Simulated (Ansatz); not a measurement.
## MgS: phonons across the zone

All numbers below come from DFT PBE, scalar-relativistic, plane waves, PAW in Ansatz. Settings: 420 eV plane-wave cutoff, Γ-centred 8×8×8 mesh, fixed occupations. No spin polarisation. Phonons by linear response, acoustic sum rule imposed.

Relaxed structure:
```xyz
2
Lattice="0.0000 2.6149 2.6149 2.6149 0.0000 2.6149 2.6149 2.6149 0.0000" Properties=species:S:1:pos:R:3 pbc="T T T"
Mg    0.0000    0.0000    0.0000
S     2.6149    2.6149    2.6149
```

The cell has the rock salt type, in a space group that the Crystallography Open Database lists for this formula; it was reached from a generator's guess.

Force constants from linear response on a 4×4×4 q mesh.

Path: Γ–X–U | K–Γ–L–W–X. Only the points of the 4×4×4 mesh were computed; the rest is interpolation, which is rough on so few points. On the mesh no mode is imaginary. Distance along the path (Å⁻¹), then the branches (cm⁻¹, negative for imaginary; the LO field is included):
```
0.000  0 0 0 224 224 389
0.150  36 36 60 226 226 384
0.300  67 67 116 231 231 368
0.451  92 92 165 235 235 342
0.601  108 108 205 238 238 308
0.751  116 116 230 242 242 275
0.901  121 121 215 246 246 276
1.051  124 124 191 251 251 288
1.201  126 126 182 252 252 292
1.254  126 128 182 252 253 292
1.308  128 133 182 251 254 291
1.361  131 142 182 249 257 291
1.414  134 153 182 247 260 290
1.467  138 166 182 244 263 288
1.520  143 180 181 240 267 286
1.573  148 180 195 236 270 284
1.626  154 179 210 231 272 282
1.626  154 179 210 231 272 282
1.785  168 172 213 253 273 273
1.945  163 178 193 262 263 292
2.104  150 163 192 241 254 324
2.263  132 136 198 210 246 350
2.423  106 106 171 205 240 368
2.582  74 74 121 214 233 380
2.741  38 38 63 221 227 387
2.900  0 0 0 224 224 389
2.900  0 0 0 224 224 389
3.030  31 31 52 223 223 388
3.161  60 60 102 221 221 387
3.291  87 87 149 219 219 384
3.421  110 110 191 216 216 381
3.551  130 130 211 211 228 375
3.681  147 147 205 205 258 368
3.811  162 162 198 198 281 360
3.941  169 169 192 192 290 355
4.047  169 173 193 194 290 350
4.153  170 180 194 200 290 335
4.260  170 182 198 215 289 313
4.366  170 180 204 232 287 288
4.472  170 178 211 245 266 284
4.578  169 175 219 239 265 280
4.684  169 171 226 228 271 276
4.790  169 169 225 229 274 274
4.865  163 173 215 236 270 278
4.941  157 177 202 243 266 281
5.016  150 179 186 247 262 284
5.091  143 170 181 250 259 287
5.166  136 154 182 251 256 289
5.241  131 139 182 252 254 291
5.316  127 129 182 252 253 292
5.391  126 126 182 252 252 292
```
